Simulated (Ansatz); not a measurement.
Starting cell, ZnAu (CsCl type):

```
CELL_PARAMETERS angstrom
      3.09586     0.00000     0.00000
      0.00000     3.09586     0.00000
      0.00000     0.00000     3.09586
ATOMIC_POSITIONS crystal
  Zn 0.50000 0.50000 0.50000
  Au 0.00000 0.00000 0.00000
```

A phonon eigenvector at Γ is frozen into this cell: atom i moves by Q times the vector below, so Q is the largest atomic displacement, in Å. The cell is held. It is one choice among 3 degenerate patterns.

| atom | x | y | z |
|---|---|---|---|
| Zn1 | 0.000 | 0.000 | -1.000 |
| Au2 | 0.000 | 0.000 | 0.332 |

Method: LDA (plane waves to 420 eV, PAW, scalar-relativistic; Ansatz, an electronic-structure program). k mesh 15×15×15 (Γ-centred), Fermi-Dirac smearing 0.05 eV. Energies are smeared free energies. With partly filled bands, energies and forces of such displacements shift with the k mesh and the smearing. Spin-orbit coupling is left out, though Au is heavy. ZnAu was relaxed with its symmetry unable to fall. ΔE is measured from the undisplaced structure. The last digit holds for this mesh only.

| Q (Å) | ΔE (meV/cell) |
|---|---|
| -0.180 | withheld |
| -0.150 | 79.1 |
| -0.120 | 50.6 |
| -0.090 | 28.5 |
| -0.060 | 12.6 |
| -0.030 | 3.2 |
| 0.000 | 0.0 |
| 0.030 | 3.2 |
| 0.060 | 12.6 |
| 0.090 | 28.5 |
| 0.120 | 50.6 |
| 0.150 | 79.1 |
| 0.180 | withheld |

Question: Fit an even polynomial form (powers 2, 4) to the given rows and predict ΔE at Q = 0.180.

Answer: Least squares on the 11 given rows: ΔE = (3513)·Q² + (89.55)·Q⁴, in meV/cell with Q in Å; root-mean-square residual 0.03 meV/cell. At 0.180 the fit gives 113.9 meV/cell; the calculation gives 113.9 meV/cell, the same to the digits shown. The quadratic term alone would give 113.8 meV/cell.

(A displaced cell: forces are minus the slopes of the energy, force constants its curvatures, and phonons follow from these.)
